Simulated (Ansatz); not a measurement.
Ansatz (a quantum-chemistry and plane-wave program) input:

Ansatz 0.2 input:
```yaml
crystal:
  lattice:
    - [3.4846616619, 0.0, 0.0]
    - [-1.742330831, 3.0178055228, 0.0]
    - [0.0, 0.0, 4.1842946469]
  atoms:
    - { symbol: Mg, position: [0.6666666667, 0.3333333333, 0.75] }
    - { symbol: Mg, position: [0.3333333333, 0.6666666667, 0.25] }
    - { symbol: O, position: [0.6666666667, 0.3333333333, 0.25] }
    - { symbol: O, position: [0.3333333333, 0.6666666667, 0.75] }
kpoints:
  mp_grid: { grid: [7, 7, 5] }
hamiltonian:
  xc: hse06
  pseudopotentials: { azcp: { folder: ./paw }, kind: paw }
scf:
  occupations: { method: fixed }
checkpoint: { read: static.run }
output: { bader: true, populations: true }
```

Output (shortened):

```
WARN checkpoint.read: basis.xc_grid differs: saved 2, current 1 (points along each axis for each point of the dense box …
WARN checkpoint.read: where the exact-exchange loop starts from the saved orbitals it accepts no state on its first cycle, because this run solves another …
Pseudopotentials: kind: paw
Pseudopotential: Mg, paw, valence charge 10
Pseudopotential: O, paw, valence charge 6
Functional definition: HSE06
davidson cushion auto → on  (no smearing: the cushion is to keep the highest requested band from converging to the state above it …
Crystal: 4 atoms, lattice volume = 44.002 Å³
Basis set: ecut = 420 eV, 823 PW (Γ)
Bands: 20, of which v1, the nominal top of the filled ones, is band 16 counted from 1 (15 counted from 0)
Symmetry: 24 space group operations
Space group: P63/mmc (ITA 194), of the structure as read, at distance tolerance 3.5e-5 Å
k-points: 24 of 245
PAW frozen core: Mg, regenerated for the run's functional, and the local potential with it
PAW frozen core: O, regenerated for the run's functional, and the local potential with it
Initial density: read from a saved state, or passed on in memory by an earlier SCF of this step, an earlier step, the calling program or the single point that …
Initial wavefunctions: those read from a saved state, or passed on in memory by an earlier step or the calling program
Eigensolver: davidson
Functional: x = pbe(κ = 0.804, μ = 0.2195149727645171) + 0.25 (exact − pbe) at short range (hse, ω = 0.20786987370883472 Å⁻¹), c = pbe(β = 0.06672455060314922); HSE06 as pw.x's `hse` composes it (authors' and Libxc's form: `xc: wpbeh`)
Exchange kernel: α = 0.2500, screened, ω = 0.2079 Å⁻¹, Wigner–Seitz truncation, v(0) = 1046.4922 eV·Å³, q-mesh 7×7×5, nearest image of the exchange supercell L …
Frozen-core exchange: fock
iter 1 solved again at ethr=2.74e-10 eV; its pass at ethr=1.00e-1 eV (dr2=8.77e-8 eV) is discarded
SCF iter   1: F=—  HF=-4988.497094 eV  |F-HF|=—  |Δ(HF+E_count)|=         —  Δρ=3.98e-5  dr2=5.51e-7  ethr=2.74e-10  ⟨swp⟩=5.5  Hψ=2654  notcnv=0
preconditioner: auto → none
SCF iter   2: F=—  HF=-4988.497093 eV  |F-HF|=—  |Δ(HF+E_count)|=   8.55e-8  Δρ=1.78e-5  dr2=5.79e-7  ethr=2.74e-10  ⟨swp⟩=4.1  Hψ=1539  notcnv=0
SCF iter   3: F=—  HF=-4988.497111 eV  |F-HF|=—  |Δ(HF+E_count)|=   1.70e-5  Δρ=2.17e-5  dr2=1.40e-7  ethr=2.52e-10  ⟨swp⟩=4.0  Hψ=1669  notcnv=0
iter 4 solved again at ethr=6.78e-12 eV; its pass at ethr=2.52e-10 eV (dr2=2.17e-9 eV) is discarded
SCF iter   4: F=-4988.497110 eV  HF=-4988.497110 eV  |F-HF|=2.06e-9  |Δ(HF+E_count)|=   5.44e-8  Δρ=4.25e-6  dr2=2.72e-9  ethr=6.78e-12  ⟨swp⟩=2.2  Hψ=2387  notcnv=0
SCF 1 converged in 4 iterations: F = -4988.497110 eV  dr2 = 2.72e-9
hybrid outer 1: dexx = +2.814e-8 eV, tail = 1.13e-8 eV
Crystal: 4 atoms, lattice volume = 44.002 Å³
Initial density: handed on by an earlier stage of this run
Initial wavefunctions: those handed on with the density
Exchange kernel: α = 0.2500, screened, ω = 0.2079 Å⁻¹, Wigner–Seitz truncation, v(0) = 1046.4922 eV·Å³, q-mesh 7×7×5, nearest image of the exchange supercell L …
Frozen-core exchange: fock
SCF iter   1: F=—  HF=-4988.497110 eV  |F-HF|=—  |Δ(HF+E_count)|=         —  Δρ=4.79e-6  dr2=2.58e-9  ethr=3.12e-9  ⟨swp⟩=2.0  Hψ=1056  notcnv=0
preconditioner: auto → none
SCF iter   2: F=-4988.497110 eV  HF=-4988.497110 eV  |F-HF|=8.36e-10  |Δ(HF+E_count)|=  6.73e-10  Δρ=2.07e-6  dr2=4.52e-10  ethr=7.99e-12  ⟨swp⟩=3.0  Hψ=1313  notcnv=0
SCF 2 converged in 2 iterations: F = -4988.497110 eV  dr2 = 4.52e-10
hybrid outer 2: dexx = +1.767e-10 eV, tail = 1.36e-9 eV, Δε = 1.05e-4 eV (about 6.48e-5 eV left of the loop's levels)
hybrid SCF converged: 2 outer / 6 inner (+0 warm-up), last move |dexx| = 1.77e-10 eV, tail = 1.36e-9 eV
Stability not checked (fock_operator)
Free energy (F): -4988.497110 eV
Frozen-core exchange: fock
Harris-Foulkes:  -4988.497110 eV  (|F-HF|=8.36e-10)
Internal energy: -4988.497110 eV  (E = F + TS)
E sigma→0 (E₀):  -4988.497110 eV
Fermi energy:    4.917760 eV
--- Per-component energies (eV) ---
  E_band       = -741.208291
  E_kinetic    = 488.134971
  E_local      = -3830.087777  (includes V_loc(G=0)·N_el)
  E_nonlocal   = 489.921285
  E_hartree    = 1317.623271
  E_xc         = -161.941670
  E_vxc        = -205.457790  (∫ρ·V_xc dr)
  E_exx        = -142.900557  (= α·E_x^exact, valence–valence)
  E_paw        = -822.296336  (= ΣΔE_a)
  E_vpaw       = -33.165066  (= ΣTr[D̂ρ^β])
  E_aug_tail   = 0.001396  (compensation charges beyond the density's cutoff)
  E_ewald      = -2326.828612
  E_core_change = -0.123082  (= ΣΔE_core)
  E_smearing   =  0.000000  (= −TS)
  E_closure    = 0.000000  (closes the sum)
  Σ components = -4988.497110   (vs F -4988.497110, Δ=0.00e0)
  [band-id]    e_kinetic+e_local+e_nonlocal+2·e_hartree+e_vxc+2·e_exx+e_vpaw+e_augmentation_tail = -741.207552   (vs E_band -741.208291, Δ=7.38e-4)
--- Band table (eV; the first three rows and the last of 24) ---
  k-point 0: bands = ["-71.6494", "-71.6368", "-36.5856", "-36.5653", "-36.5653", "-36.5381", "-36.5381", "-36.5098", "-13.5418", "-12.0789", "1.0319", "3.0618", "3.0618", "4.0699", "4.0699", "4.9178", "9.9672", "16.2585"]
  k-point 1: bands = ["-71.6482", "-71.6380", "-36.5790", "-36.5626", "-36.5626", "-36.5406", "-36.5406", "-36.5178", "-13.3991", "-12.2127", "1.2351", "3.1504", "3.1504", "3.9658", "3.9658", "4.2397", "10.6992", "15.5329"]
  k-point 2: bands = ["-71.6451", "-71.6412", "-36.5612", "-36.5557", "-36.5557", "-36.5473", "-36.5473", "-36.5378", "-13.0265", "-12.5715", "1.8837", "2.9713", "3.3902", "3.3902", "3.7015", "3.7015", "12.2350", "13.9681"]
  k-point 23: bands = ["-71.6427", "-71.6420", "-36.5952", "-36.5924", "-36.5669", "-36.5541", "-36.5228", "-36.5193", "-12.5019", "-12.4165", "1.0917", "1.1706", "2.0886", "2.8714", "4.2850", "4.4808", "14.3750", "14.9620"]
  band table: 18 of 18 bands, residual norms ≤ 1.0e-3 eV
  guard bands above this table: 2 of the run's 20 bands. The solve was not asked for them (output.publish_guard_bands: true or output.eigenvalues …
--- Löwdin populations: 4 sites ---
  site symbol       q [e]
     0     Mg      8.4301
     1     Mg      8.4301
     2      O      7.4343
     3      O      7.4343
  spilling = 0.008475 (of n_electrons = 32.000000)
--- Bader charges: 4 sites ---
  site symbol  charge [e]  shift [e]
     0     Mg      1.7313     0.0076
     1     Mg      1.7313     0.0076
     2      O     -1.7313     0.0076
     3      O     -1.7313     0.0076
  shift: an alarm, by how much a part of what the PAW files miss would move the charge. Where it is large, compare
  with a run on PAW files of another source; a small one proves nothing
  estimated error of the sums over rays = 2.7e-4 e
```

Cost: very roughly 30 core-seconds on shared cores.

Space group P6_3/mmc. The workflow started from a Materials Project entry (that database holds measured and hypothetical structures alike); the Crystallography Open Database copy checked does not list it. It is not the phase usual at ambient conditions (space group No. 225). The cell was relaxed with HSE06 under the symmetry of its start; its stability against distortions is not shown here.

Potentials: the earlier of the program's two PAW sets.

Ansatz is a plane-wave DFT program.
